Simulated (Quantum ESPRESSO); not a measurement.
Inputs of pw.x and gipaw.x (a modified build of Quantum ESPRESSO, PBE) for Sr$_{4}$Te$_{3}$Se; the starting potential comes from an earlier run on another mesh:

```
&CONTROL
  calculation = 'scf'
  prefix = 'x'
  pseudo_dir = './pseudo'
  outdir = './out'
  tprnfor = .true.
/
&SYSTEM
  ibrav = 0
  nat = 8
  ntyp = 3
  ecutwfc = 40
  ecutrho = 160
  occupations = 'fixed'
  nbnd = 32
/
&ELECTRONS
  conv_thr = 1e-11
  startingpot = 'file'
/
ATOMIC_SPECIES
Sr 87.620 Sr.GGA_PBE-JTH.UPF
Se 78.971 Se.GGA_PBE-JTH.UPF
Te 127.600 Te.GGA_PBE-JTH.UPF
CELL_PARAMETERS angstrom
    6.624282526000     0.000000000000     0.000000000000
    0.000000000000     6.624282526000     0.000000000000
    0.000000000000     0.000000000000     6.624282526000
ATOMIC_POSITIONS crystal
Sr     0.000000000000     0.000000000000     0.000000000000
Se     0.500000000000     0.000000000000     0.000000000000
Sr     0.000000000000     0.500000000000     0.500000000000
Te     0.500000000000     0.500000000000     0.500000000000
Sr     0.500000000000     0.000000000000     0.500000000000
Te     0.000000000000     0.000000000000     0.500000000000
Sr     0.500000000000     0.500000000000     0.000000000000
Te     0.000000000000     0.500000000000     0.000000000000
K_POINTS automatic
6 6 6 1 1 1
```

```
&INPUTGIPAW
  job = 'nmr'
  prefix = 'x'
  tmp_dir = './out/'
  restart_mode = 'from_scratch'
  pawproj(1) = .true.
  pawproj(2) = .true.
  pawproj(3) = .true.
  use_nmr_macroscopic_shape = .false.
/
```

The cell was made here from a computed Materials Project entry: one of 4 Te replaced by Se, cell and atoms relaxed (PBE without dispersion, pw.x of Quantum ESPRESSO, symmetry kept). The parent is SrTe in Fm-3m; whether this form has been observed was not checked. The swapped cell is a model, not a known phase. Stability against distortions was not tested.

Question: What does gipaw.x print for the total shieldings?

Answer: 
```
     Total NMR chemical shifts in ppm: ---------------------------------------
     (adopting the Simpson convention for anisotropy and asymmetry)-----------

     Atom  1  Sr  pos: (  0.000000  0.000000  0.000000)  Total sigma:        2660.34
          2638.6275         -0.0000         -0.0000
            -0.0000       2671.2003          0.0000
            -0.0000         -0.0000       2671.2003

     Sr      1    anisotropy:    -32.57    eta:    0.0000

     Atom  2  Se  pos: (  0.500000  0.000000  0.000000)  Total sigma:        1423.98
          1423.9760          0.0000          0.0000
            -0.0000       1423.9760          0.0000
             0.0000         -0.0000       1423.9760

     Se      2    anisotropy:      0.00    eta:    0.0000

     Atom  3  Sr  pos: (  0.000000  0.500000  0.500000)  Total sigma:        2629.66
          2629.6615         -0.0000         -0.0000
            -0.0000       2629.6615          0.0000
            -0.0000         -0.0000       2629.6615

     Sr      3    anisotropy:      0.00    eta:    0.0000

     Atom  4  Te  pos: (  0.500000  0.500000  0.500000)  Total sigma:        3008.71
          3041.3288         -0.0000          0.0000
            -0.0000       2992.4063          0.0000
             0.0000         -0.0000       2992.4063

     Te      4    anisotropy:     48.92    eta:    0.0000

     Atom  5  Sr  pos: (  0.500000  0.000000  0.500000)  Total sigma:        2660.34
          2671.2003          0.0000         -0.0000
            -0.0000       2671.2003          0.0000
             0.0000          0.0000       2638.6275

     Sr      5    anisotropy:    -32.57    eta:    0.0000

     Atom  6  Te  pos: (  0.000000  0.000000  0.500000)  Total sigma:        3008.71
          2992.4063         -0.0000          0.0000
            -0.0000       3041.3288          0.0000
             0.0000         -0.0000       2992.4063

     Te      6    anisotropy:     48.92    eta:    0.0000

     Atom  7  Sr  pos: (  0.500000  0.500000  0.000000)  Total sigma:        2660.34
          2671.2003          0.0000         -0.0000
            -0.0000       2638.6275          0.0000
            -0.0000         -0.0000       2671.2003

     Sr      7    anisotropy:    -32.57    eta:    0.0000

     Atom  8  Te  pos: (  0.000000  0.500000  0.000000)  Total sigma:        3008.71
          2992.4063         -0.0000          0.0000
            -0.0000       2992.4063          0.0000
             0.0000         -0.0000       3041.3288

     Te      8    anisotropy:     48.92    eta:    0.0000
```
The printed anisotropy is 3/2 (σ_33 − σ_iso) in the program's own order; the axes are left out here. Anisotropies that symmetry doesn't fix are less certain than the isotropic values. Shieldings are absolute and leave out the bulk-susceptibility term; a larger σ means a smaller chemical shift. In our sweeps, cutoffs and meshes of this size left a few ppm, and up to some 20 ppm on atoms from Zn on. No spin–orbit coupling; Te is the heaviest element present. No d partial waves on Se, Te: the paramagnetic term there is incompletely reconstructed.
